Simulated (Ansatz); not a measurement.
CF2 on a (111) slab of CoSi2 (Fm-3m (No. 225)), 6 planes, outer planes Si (top) and Si (bottom), 1 a cell of 48.7 Å², relaxed and still whole (its atoms last):

```
CELL_PARAMETERS angstrom
7.50131 0.00000 0.00000
-3.75066 6.49633 0.00000
0.00000 0.00000 23.38799
ATOMIC_POSITIONS crystal
Si 0.50000 0.50000 0.34206
Si 0.50000 0.00000 0.34206
Si 0.00000 0.50000 0.34206
Si 0.00000 0.00000 0.34206
Co 0.33333 0.16667 0.37479
Co 0.33333 0.66667 0.37479
Co 0.83333 0.16667 0.37479
Co 0.83333 0.66667 0.37479
Si 0.66667 0.33333 0.40753
Si 0.66667 0.83333 0.40753
Si 0.16667 0.33333 0.40753
Si 0.16667 0.83333 0.40753
Si 0.83274 0.66727 0.47025
Si 0.84010 0.16950 0.47277
Si 0.33052 0.65992 0.47277
Si 0.33209 0.16792 0.47237
Co 0.66896 0.33297 0.50578
Co 0.66734 0.83267 0.50676
Co 0.16965 0.33038 0.51531
Co 0.16704 0.83105 0.50578
Si 0.99062 0.50939 0.53926
Si 0.99833 0.98895 0.53442
Si 0.51107 0.50169 0.53442
Si 0.50047 0.99954 0.53303
C 0.10841 0.39168 0.59198
F 0.25945 0.52900 0.62731
F 0.97117 0.24065 0.62733
```

Computed with DFT PBE+D3(BJ), scalar-relativistic, plane waves, PAW in Ansatz. Settings: cutoff 420 eV, Γ-centred mesh 3×3×1 on the computed 27-atom cell, Gaussian smearing of 0.10 eV; no spin polarisation. A dipole correction removes the field between periodic images along c.

It binds with 1.99 eV a molecule against the clean slab and the free molecule (no zero-point or thermal terms); its shortest contact is C–Co 1.96 Å. Take first-order desorption with no barrier to adsorption, no reaction on the face and an assumed prefactor of 10^13 s⁻¹.

Q: How long does a molecule stay at 400 K?

A: τ = ν⁻¹·exp(E/k_BT) with k_BT = 0.0345 eV: E/k_BT = 57.7, so τ ≈ 1×10^12 s. It doesn't desorb at this temperature.

Q: Where does its peak lie in a desorption experiment heated at 1 K/s?

A: The peak obeys E/(k_B·T_p²) = (ν/β)·exp(−E/k_BT_p). Solving gives T_p ≈ 700 K (E/k_BT_p = 33.0). An error of 0.1 eV in E moves it by about 35 K, and larger molecules have larger prefactors, which lowers it.

Q: Is this physisorption or chemisorption?

A: The tightest contact, C–Co 1.96 Å, is 0.97 times the sum of covalent radii, and deformation and lateral interaction add up to +0.36 eV. This is chemisorption.

The molecule may also break up before it leaves, which wasn't tried.

Spin polarisation was left out, and a magnetic state may lie lower.